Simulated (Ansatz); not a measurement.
Cu Kα1 powder pattern (kinematic, no thermal factors).
2θ (°) (relative intensity): 10.22 (3), 20.52 (4), 30.19 (4), 30.99 (26), 31.95 (100), 36.78 (19), 41.74 (3), 43.81 (18), 52.37 (31), 53.63 (34), 58.02 (1), 62.11 (10), 63.24 (17), 63.80 (12), 66.80 (3), 70.17 (4), 71.66 (4), 72.94 (5), 77.13 (2), 78.25 (10), 85.00 (2), 86.51 (4), 88.02 (10)

The pattern is computed from a structure relaxed with Ansatz, DFT PBE, scalar-relativistic, plane waves, PAW. No spin polarisation. Its elements are Al, B, P.

Problem. Give the structure.

Solution. AlB₂P₃.
Space group P3m1 (No. 156). a = 3.415 Å, b = 3.415 Å, c = 8.650 Å, α = 90.00°, β = 90.00°, γ = 120.00°
```json
{"atom": "Al", "site": "1c", "symmetry": "3m.", "x": "0.6667", "y": "0.3333", "z": "0.3374"}
{"atom": "B", "site": "1a", "symmetry": "3m.", "x": "0.0000", "y": "0.0000", "z": "0.9854"}
{"atom": "B", "site": "1b", "symmetry": "3m.", "x": "0.3333", "y": "0.6667", "z": "0.6860"}
{"atom": "P", "site": "1a", "symmetry": "3m.", "x": "0.0000", "y": "0.0000", "z": "0.2138"}
{"atom": "P", "site": "1c", "symmetry": "3m.", "x": "0.6667", "y": "0.3333", "z": "0.6134"}
{"atom": "P", "site": "1b", "symmetry": "3m.", "x": "0.3333", "y": "0.6667", "z": "0.9139"}
```

A pattern alone doesn't exclude other cells with like lines; this is the one computed.

Another cell of AlB2P3 relaxed alike, in I-4m2, lies 42 meV/atom lower, so this cell isn't the stable form at this level.

The structure comes from a generated guess; another structure or a mixture of phases may lie lower.
